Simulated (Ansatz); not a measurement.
CaTiSe2:
```
CELL_PARAMETERS angstrom
      3.76800     0.00000     0.00000
     -1.88400     3.26319     0.00000
      0.00000     0.00000     6.73623
ATOMIC_POSITIONS crystal
  Se 0.66667 0.33333 0.77789
  Ti 0.00000 0.00000 0.00000
  Se 0.33333 0.66667 0.22211
  Ca 0.00000 0.00000 0.50000
```

Relaxed with PBE+D3(BJ). Special points in fractions of this cell's reciprocal vectors: Γ (0.000, 0.000, 0.000); M (0.500, 0.000, 0.000); K (0.333, 0.333, 0.000); A (0.000, 0.000, 0.500); L (0.500, 0.000, 0.500); H (0.333, 0.333, 0.500).

Problem. List the band energies nearest the Fermi level at these points for DFT-PBE+D3(BJ) in the program Ansatz with PAW potentials.

Solution. In eV from the Fermi level; about four levels below and three above (degenerate sets whole), none deeper than 8.9 eV; points with the same levels are listed once.

| k | below | above |
|---|---|---|
| Γ | -1.84 -1.84 -0.91 -0.16 -0.16 | 0.94 0.94 1.95 |
| M | -4.20 -3.88 -3.20 -1.10 | 0.60 0.69 0.95 |
| K | -5.40 -5.40 -4.26 -4.26 -3.99 | 0.26 0.58 0.58 |
| A | -2.44 -2.44 -0.05 -0.05 | 0.17 1.49 2.07 2.07 |
| L | -4.04 -3.66 -3.47 -0.72 | 0.54 0.71 0.95 |
| H | -5.21 -4.65 -4.12 -4.12 | 0.33 0.33 0.40 |

Space group P-3m1. A made-up cell: these elements were put on the sites of a structure type; neither database checked (COD, Materials Project) lists it. Its standing as an ambient phase is unchecked. The PBE+D3(BJ) relaxation kept the symmetry of its start; of distortions, only those at the zone centre were tested. The run is not spin-polarised. Spin–orbit coupling is left out wherever it is not named.

Potentials: the later of the program's two PAW sets.
